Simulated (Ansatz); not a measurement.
**Stability checks on a candidate for Ge₇Au**

The cell was found from a structure generator's guess, not taken from experiment.

Theory: Ansatz 0.2.0, DFT PBE, scalar-relativistic, plane waves, PAW. Cutoff 420 eV, Γ-centred 8×8×8 mesh (8-atom cell), Gaussian smearing of 0.10 eV, no spin polarisation.

```
Ge Au
1.0
     5.79795    0.00000    0.00000
     0.00000    5.79795    0.00000
     0.00000    0.00000    5.79795
Ge Au
7 1
Direct
  0.25102 0.25102 0.25102
  0.00000 0.50000 0.50000
  0.50000 0.50000 0.00000
  0.50000 0.00000 0.50000
  0.74898 0.25102 0.74898
  0.74898 0.74898 0.25102
  0.25102 0.74898 0.74898
  0.00000 0.00000 0.00000
```

The zero of energy is the elements' standard structures at the same level; no fitted shifts are applied.

Problem. These tests were run: energy against the elements; random kick, then relaxation without symmetry; phonons at Γ. What do they show?

Solution.

```json
{"test": "energy against the elements", "result": "+0.07 eV/atom"}
{"test": "random kick, then relaxation without symmetry", "result": "returns"}
{"test": "phonons at Γ", "result": "lowest optical mode 50 cm⁻¹"}
```

It fails one test: energy against the elements. It may still be a metastable minimum.

These runs have no spin–orbit coupling, which can matter for Au. The kick test ran on a coarse mesh. The run for the phonons used an 8×8×8 k mesh and Fermi–Dirac smearing of 0.15 eV.
